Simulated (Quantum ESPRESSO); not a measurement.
```
CdTe
1.0
    0.00000     3.28211     3.28211
    3.28211     0.00000     3.28211
    3.28211     3.28211     0.00000
Cd Te
1 1
Cartesian
  0.00000   0.00000   0.00000
  1.64106   1.64106   1.64106
```
The cell comes from the Materials Project (a computed structure). It is CdTe in F-43m. Stability against distortions was not tested.

With PBE (σ by GIPAW in a modified build of Quantum ESPRESSO; JTH PAW datasets, 20 Ha):

```csv
quantity,PBE
σ_iso Cd (ppm),2915.3
σ_iso Te (ppm),3475.4
```

Shieldings are absolute and leave out the bulk-susceptibility term; a larger σ means a smaller chemical shift. By our sweeps, such settings leave a few ppm in absolute σ on light atoms and up to some 20 ppm from Zn on. Spin–orbit coupling is left out; its weight grows with the heaviest atom, Te here. The datasets of Te hold no d projectors, which limits absolute σ on these atoms. With so small a Kohn–Sham gap, σ hangs strongly on the functional and the mesh.

**Question.** What does the LDA, on its own JTH datasets and the same geometry, give?

**Answer.** 
| quantity | LDA | LDA − PBE |
|---|---|---|
| σ_iso Cd (ppm) | 2830.4 | -84.9 |
| σ_iso Te (ppm) | 3266.0 | -209.4 |
